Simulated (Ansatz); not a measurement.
AlGa3N4 in space group P3m1 (No. 156; Pearson symbol hP8), r²SCAN in the plane-wave PAW code Ansatz. The conduction-band minimum lies at Γ, with 1 equivalent valley. Second derivatives d²E/dk² of the lowest band at one valley (eV·Å²), along Cartesian directions:

```csv
direction,d²E/dk²
[100],34.90
[010],34.90
[001],36.31
[110],34.90
[101],35.61
[011],35.61
```

Task: Find the principal effective masses, the density-of-states mass and the conductivity mass.

Result: Off-diagonal terms follow from H_xy = H[110] − (H_xx + H_yy)/2, and m*/mₑ = 7.620 eV·Å² over each eigenvalue: 0.21, 0.22, 0.22. One valley's DOS mass (m₁m₂m₃)^(1/3) = 0.22, conductivity mass 3/(Σ 1/mᵢ) = 0.22 mₑ.

Task: What effective density of states Nc follows at 300 K for parabolic valleys?

Result: Nc = 2.509e19 × 1 × (0.22)^(3/2) ≈ 2.6e18 cm⁻³.

The start of the workflow was typed in or built on a structure type; neither database checked (COD, Materials Project) lists it. Its standing as an ambient phase is unchecked. The cell was relaxed with r²SCAN under the symmetry of its start; whether a distortion lowers the energy is not shown. Scalar-relativistic: spin–orbit coupling is off unless named, which matters more the heavier the elements.

Potentials: the earlier of the program's two PAW sets.

Edges and masses are those of Kohn–Sham bands, whose gap is no quasiparticle gap.
